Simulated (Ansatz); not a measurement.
TiC:
```xyz
2
Lattice="0.0000 2.1639 2.1639 2.1639 0.0000 2.1639 2.1639 2.1639 0.0000" Properties=species:S:1:pos:R:3 pbc="T T T"
Ti     0.0000     0.0000     0.0000
C      2.1639     2.1639     2.1639
```

Relaxed with r²SCAN. Special points in fractions of this cell's reciprocal vectors: Γ (0.000, 0.000, 0.000); X (0.500, 0.000, 0.500); U (0.625, 0.250, 0.625); K (0.375, 0.375, 0.750); L (0.500, 0.500, 0.500); W (0.500, 0.250, 0.750).

**Question.** List the band energies nearest the Fermi level at these points for the program Ansatz at the r²SCAN level (PAW).

**Answer.** In eV from the Fermi level; about four levels below and three above (degenerate sets whole), none deeper than 8.9 eV; points with the same levels are listed once.

```csv
k,below,above
Γ,–,0.85 0.85 0.85
X,-3.68 -1.53 -0.13 -0.13,2.76 3.76 3.76
U,-3.64 -3.56 -1.91,1.60 3.37 4.07
L,-6.11 -3.13 -3.13,3.13 3.13 4.37
W,-3.32 -3.32 -2.93,2.99 2.99 3.76
```

Space group Fm-3m (rock salt). Symmetry was held in the r²SCAN relaxation. No spin polarisation was allowed.

Potentials: the later of the program's two PAW sets.
